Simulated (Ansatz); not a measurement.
One crystal and one scan (energy over volume and axial ratio) at two levels, PBE (plane waves to 420 eV, PAW, scalar-relativistic; Ansatz, a quantum-chemistry and plane-wave program) and r2SCAN (plane waves to 500 eV, PAW, scalar-relativistic; Ansatz), each from its own relaxed cell and on its own mesh. The cell shown is that of PBE.

BaF$_{2}$ (fluorite)

```yaml
crystal:
  lattice:
    - [0.00000, 3.12321, 3.12321]
    - [3.12321, 0.00000, 3.12321]
    - [3.12321, 3.12321, 0.00000]
  atoms:
    - { symbol: Ba, position: [0.00000, 0.00000, 0.00000] }
    - { symbol: F, position: [0.25000, 0.25000, 0.25000] }
    - { symbol: F, position: [0.75000, 0.75000, 0.75000] }
```

Two coordinates are scanned: the volume, and the ratio of the stretch along z (the conventional c axis) to the stretch across it. Atoms keep their fractional coordinates.

The energy includes the smearing's −TS. BaF2 was relaxed with its symmetry unable to fall. Percentages come from the unrounded values. Both scans cover V/V₀ from 0.960 to 1.040 and (c/a)/(c/a)₀ from 0.920 to 1.080.

```json
[
 {"quantity": "Lattice constant a (Å)", "PBE": "6.246", "r2SCAN": "6.195", "PBE − r2SCAN": "+0.051 (+0.8 %)"},
 {"quantity": "Band gap of the relaxed cell, no spin-orbit coupling (eV)", "PBE": "6.73", "r2SCAN": "7.41", "PBE − r2SCAN": "-0.68 (-9.2 %)"},
 {"quantity": "Shear modulus C′ = (C11 − C12)/2 (fit, atoms clamped) (GPa)", "PBE": "25", "r2SCAN": "25", "PBE − r2SCAN": "0"}
]
```

PBE gives the higher value for: lattice constant a. PBE gives the lower value for: band gap of the relaxed cell, no spin-orbit coupling.

(A scan under strain: stresses follow from slopes of the energy per volume, elastic moduli from its curvatures.)
